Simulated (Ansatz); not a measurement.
NbAgO$_{3}$:
```yaml
crystal:
  lattice:
    - [3.94989, 0.00000, 0.00000]
    - [0.00000, 3.94989, 0.00000]
    - [0.00000, 0.00000, 3.94989]
  atoms:
    - { symbol: Nb, position: [0.00000, 0.00000, 0.00000] }
    - { symbol: Ag, position: [0.50000, 0.50000, 0.50000] }
    - { symbol: O, position: [0.50000, 0.00000, 0.00000] }
    - { symbol: O, position: [0.00000, 0.50000, 0.00000] }
    - { symbol: O, position: [0.00000, 0.00000, 0.50000] }
```

Tensor components refer to the Cartesian frame of this cell.

Give the high-frequency dielectric tensor and the Born effective charge tensors of the independent atoms from DFPT, PBEsol (plane waves, PAW; program Ansatz).


ε∞:
```
7.89  0.00  0.00
0.00  7.89  0.00
0.00  0.00  7.89
```
Z* of atom 1 (Nb), rows: field, columns: displacement, in e:
```
9.77  0.00  0.00
0.00  9.77  0.00
0.00  0.00  9.77
```
Z* of atom 2 (Ag), rows: field, columns: displacement, in e:
```
1.58  0.00  0.00
0.00  1.58  0.00
0.00  0.00  1.58
```
Z* of atom 3 (O), rows: field, columns: displacement, in e:
```
-7.63   0.00   0.00
 0.00  -1.86   0.00
 0.00   0.00  -1.86
```

Space group Pm-3m (cubic perovskite). The workflow started from a Materials Project entry (that database holds measured and hypothetical structures alike); the Crystallography Open Database copy checked does not list it. COD files the formula under space group No. 57. Whether it is the stable phase at ambient conditions was not checked. The cell was relaxed with PBEsol under the symmetry of its start. At this level the phase is dynamically unstable (imaginary phonons). The run is not spin-polarised. Scalar-relativistic: spin–orbit coupling is off unless named, which matters more the heavier the elements.

Potentials: the later of the program's two PAW sets.
